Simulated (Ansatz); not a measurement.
Task: Each is relaxed and computed with the program Ansatz at the LDA level (PAW). Which alone has a direct gap?
(A) CaGaGeH, P3m1 (Ca on 1b, Ga on 1a, Ge on 1c, H on 1a)
(B) Ge3N4, P6_3/m (Ge on 6h, N on 2c, N on 6h)
(C) Si3N4, Fd-3m (Si on 16c, Si on 8b, N on 32e)
(D) AlN, rock salt

Result: B, Ge3N4, P6_3/m (Ge on 6h, N on 2c, N on 6h). Ge3N4: gap 2.37 eV (direct); Si3N4: gap 3.36 eV (indirect); AlN: gap 4.71 eV (indirect); CaGaGeH: gap 0.22 eV (indirect). Not the usual ambient phase: AlN, rock salt. Standing as an ambient phase not checked: CaGaGeH, P3m1 (Ca on 1b, Ga on 1a, Ge on 1c, H on 1a). All cells were relaxed under the symmetry of their starts (and spin orders); stability against distortions was not tested throughout. Scalar-relativistic: spin–orbit coupling is off unless named, which matters more the heavier the elements.

Potentials: the later of the program's two PAW sets.
